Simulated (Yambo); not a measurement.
```
CELL_PARAMETERS angstrom
      4.53313     0.00000     0.00000
      0.00000     4.53313     0.00000
      0.00000     0.00000     4.53313
ATOMIC_POSITIONS crystal
  O  0.50000 0.50000 0.50000
  Na 0.00000 0.50000 0.50000
  Na 0.50000 0.00000 0.50000
  Na 0.50000 0.50000 0.00000
  Br 0.00000 0.00000 0.00000
```

Na3BrO (anti-perovskite, space group Pm-3m, No. 221): mean Im ε in 1 eV windows above the direct gap of 3.50 eV, for different electron-hole kernels (Yambo, broadening 0.15 eV, PBEsol (Quantum ESPRESSO, PseudoDojo norm-conserving, 88 Ry, with spin-orbit coupling) bands; 4×4×4 mesh, 12 valence and 10 conduction bands, static screening with 108 bands and a 3 Ry block, scissor 1.56 eV, Tamm-Dancoff; field along x).

```
window (eV)  independent quasiparticles  RPA (no attraction)  BSE
-----------  --------------------------  -------------------  ---
3.5 to 4.5                          0.5                  0.4  1.8
4.5 to 5.5                          1.3                  1.2  2.7
5.5 to 6.5                          1.4                  1.3  2.5
6.5 to 7.5                          2.4                  2.4  2.0
7.5 to 8.5                          2.2                  2.1  2.6
```

This run doesn't resolve bound excitons or single peaks, so only averages are given, and they too depend on the mesh; weight that the attraction moves below the gap isn't listed. All transitions below 8.98 eV are in the band window. The scissor comes from a G0W0 run whose convergence isn't established.

The cell is held in this high symmetry; tilts and polar distortions were not searched.

Geometry of the Materials Project entry, not relaxed at this level.

The structure is a Materials Project entry; no match was found in the copy of COD used, and its stability was not checked.
